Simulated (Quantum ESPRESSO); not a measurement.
Field gradients of K$_{3}$NaCl$_{4}$ from a PBE PAW density (pw.x of a modified build of Quantum ESPRESSO, JTH datasets) with the all-electron reconstruction of Petrilli and co-workers, 30 Ha, k-mesh 4×4×4 through Γ:

```
CELL_PARAMETERS angstrom
      6.26659     0.00000     0.00000
      0.00000     6.26659     0.00000
      0.00000     0.00000     6.26659
ATOMIC_POSITIONS crystal
  Na 0.00000 0.00000 0.00000
  Cl 0.50000 0.00000 0.00000
  K  0.00000 0.50000 0.50000
  Cl 0.50000 0.50000 0.50000
  K  0.50000 0.00000 0.50000
  Cl 0.00000 0.00000 0.50000
  K  0.50000 0.50000 0.00000
  Cl 0.00000 0.50000 0.00000
```
The cell was made here from a computed Materials Project entry: one of 4 K replaced by Na, cell and atoms relaxed (PBE without dispersion, pw.x of Quantum ESPRESSO, symmetry kept). The parent is KCl in Fm-3m. The swapped cell is a model, not a known phase. Stability against distortions was not tested.

Vzz is the sum of three terms, each taken along its main axis: the smooth valence density, the ions (nucleus and frozen core) with the augmentation charges of all other spheres, and the all-electron minus smooth density in the atom's own sphere. The split hangs on the datasets.  Cores are frozen. Against all-electron runs on small test molecules, this scheme's |Vzz| missed by −3 to −9 % on Cl.

```
site                 smooth valence density  ions and other spheres  own sphere  Vzz (a.u.)
-------------------  ----------------------  ----------------------  ----------  ----------
Cl1 (atoms 2, 6, 8)                   0.079                  -0.059  (withheld)  (withheld)
```

Q: Complete the blanks.

A: 
- Cl1 (atoms 2, 6, 8), own sphere: 0.241
- Cl1 (atoms 2, 6, 8), Vzz (a.u.): 0.261
